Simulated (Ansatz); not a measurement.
With r²SCAN+D4 (plane waves, PAW; program Ansatz), Si₁₂W in the hexagonal phase (P6/mmm; W on 1a, Si on 12n) relaxes to a = 7.080 Å, c = 5.240 Å. Its formation energy from the elements is 0.44 eV/atom, with no fitted shifts.

Electronic character: metallic (no gap). Gap from r²SCAN+D4 with spin–orbit coupling: none (metallic).

Bader charges are W +0.52, Si -0.04 e.

The start of the workflow was typed in or built on a structure type; neither database checked (COD, Materials Project) lists it. Its standing as an ambient phase is unchecked. Symmetry was held in the r²SCAN+D4 relaxation; whether a distortion lowers the energy is not shown. The run is not spin-polarised. Its formation energy is positive at this level, so the cell may be metastable or incomplete. The references are the lowest solids computed at this level, not always the standard phases. Scalar-relativistic: spin–orbit coupling is off unless named, which matters more the heavier the elements.

Potentials: the earlier of the program's two PAW sets.
